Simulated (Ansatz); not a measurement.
Li2H6Pt, first-principles data

Li₂H₆Pt:
Space group Fm-3m (No. 225); a = 6.691 Å, b = 6.691 Å, c = 6.691 Å, α = 90.00°, β = 90.00°, γ = 90.00°

| atom | site | symmetry | x | y | z |
|---|---|---|---|---|---|
| Li | 8c | -43m | 0.2500 | 0.2500 | 0.2500 |
| H | 24e | 4m.m | 0.0000 | 0.0000 | 0.2436 |
| Pt | 4a | m-3m | 0.0000 | 0.0000 | 0.0000 |
(The calculation used a cell of 9 atoms; values per cell refer to that cell.)

Space group Fm-3m (No. 225); conventional cell a = b = c = 6.691 Å, α = β = γ = 90.00°.

Method: r²SCAN (plane waves, PAW; program Ansatz). Structure relaxed to zero pressure with the same functional. Other levels are named where they apply.

### Cell and energy

```yaml
volume_per_atom: 8.32 Å³
density: 4.77 g/cm³
Formation energy from the elements (no fitted shifts): -0.42 eV/atom
```

### Electronic structure

```yaml
band_gap: 3.33 eV (indirect)
valence_band_maximum: on the K–Γ line, 50 % of the way from K
conduction_band_minimum: at X (3 equivalent valleys)
smallest_direct_gap_on_the_standard_path: 4.92 eV
electron_effective_mass: 0.32, 0.32, 0.64 mₑ (principal values)
Electron effective mass with spin–orbit coupling: 0.33, 0.33, 0.65 mₑ (principal values)
Weight of the conduction-edge state by species (Voronoi cells): H 65 %, Pt 30 %, Li 5 %
hole_effective_mass: 0.35, 0.71, 2.4 mₑ (principal values)
Hole effective mass with spin–orbit coupling: 0.51, 0.51, 5.9 mₑ (principal values)
Weight of the valence-edge state by species (Voronoi cells): H 89 %, Pt 6 %, Li 5 %
HSE06 gap on the r²SCAN cell: 3.90 eV
Gap with spin–orbit coupling: 3.28 eV
```

### Mechanics

```yaml
Bulk modulus (Birch–Murnaghan fit): 331 kbar
Pressure derivative B′: 4.4
```

### Charges

```yaml
bader_charges: Li +0.91, H -0.28, Pt -0.17 e
```

The first step of the workflow began from a Materials Project structure, measured or hypothetical; the Crystallography Open Database copy checked does not list it. Its standing as an ambient phase is unchecked. Symmetry was held in the r²SCAN relaxation; whether a distortion lowers the energy is not shown. No spin polarisation was allowed. The references are the lowest solids computed at this level, not always the standard phases (solids in place of the gases). Spin–orbit coupling is left out wherever it is not named.

Potentials: the later of the program's two PAW sets.
